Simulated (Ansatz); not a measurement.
Mg$_{3}$SnO:
```xyz
5
Lattice="4.3476 0.0000 0.0000 0.0000 4.3476 0.0000 0.0000 0.0000 4.3476" Properties=species:S:1:pos:R:3 pbc="T T T"
Sn     0.0000     0.0000     0.0000
O      2.1738     2.1738     2.1738
Mg     2.1738     2.1738     0.0000
Mg     2.1738     0.0000     2.1738
Mg     0.0000     2.1738     2.1738
```

Relaxed with r²SCAN. Special points in fractions of this cell's reciprocal vectors: Γ (0.000, 0.000, 0.000); X (0.000, 0.500, 0.000); M (0.500, 0.500, 0.000); R (0.500, 0.500, 0.500).

Question: List the band energies nearest the Fermi level at these points for r²SCAN (plane waves, PAW; program Ansatz).

Answer: In eV from the Fermi level; about four levels below and three above (degenerate sets whole), none deeper than 8.9 eV; points with the same levels are listed once.

```csv
k,below,above
Γ,-6.31 -6.31 -6.31 -0.59 -0.59 -0.59,0.65 0.65 2.30
X,-5.52 -5.24 -0.76 -0.76,1.79 3.50 3.91
M,-6.07 -2.98 -2.98 -0.46,0.34 2.85 3.15 3.15
R,-6.71 -6.71 -6.71 -3.86 -3.86 -3.86,1.71 1.71 1.71
```

Space group Pm-3m (anti-perovskite). The start of the workflow was typed in or built on a structure type; neither database checked (COD, Materials Project) lists it. Its standing as an ambient phase is unchecked. The cell was relaxed with r²SCAN under the symmetry of its start; whether a distortion lowers the energy is not shown. Spin–orbit coupling is left out wherever it is not named.

Potentials: the earlier of the program's two PAW sets.
